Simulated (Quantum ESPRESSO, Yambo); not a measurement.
## Levels of theory for the gap of Cs2ScAgCl6

Cs2ScAgCl6 (space group Fm-3m, No. 225): one geometry, one set of LDA (Quantum ESPRESSO, PseudoDojo norm-conserving, 86 Ry, no spin-orbit coupling) orbitals, self-energies from Yambo (2×2×2 Γ-centred k mesh, bands 6 to 315 and a 6 Ry block in the screening, 315 bands in G with the Bruneval-Gonze terminator, plasmon pole fitted at 27.2 eV).

The geometry is that of Materials Project entry mp-1112622, symmetrised and not relaxed again.

```
level                                                     gap L → X (eV)  direct gap at L (eV)                   rough Yambo cost
--------------------------------------------------------  --------------  --------------------  ---------------------------------
LDA (Quantum ESPRESSO)                                              3.14                  3.28                                  –
exchange only (Hartree-Fock self-energy on LDA orbitals)           14.27                 15.86              about 1/10 (6 states)
static COHSEX@LDA                                                   6.58                  7.04  within a factor of two (3 states)
G0W0@LDA, plasmon pole                                              6.00                  6.26                       1 (6 states)
```

Bare exchange has no screening and gives the widest gap; static COHSEX screens it but leaves out the frequency dependence, which G0W0 restores.

Costs are rough ratios of core time on shared machines.

Nearest settings tried, and what they do to the gap: 207 bands in G: +20 meV; 207 bands in W, 207 bands in G: +88 meV; 5 Ry block (387 vectors against 537): -4 meV. Not varied: mesh. So the settings aren't converged at that level. The k mesh is coarse.

Spin-orbit splittings are left out.

The structure is a Materials Project entry; no match was found in the copy of COD used, and its stability was not checked.
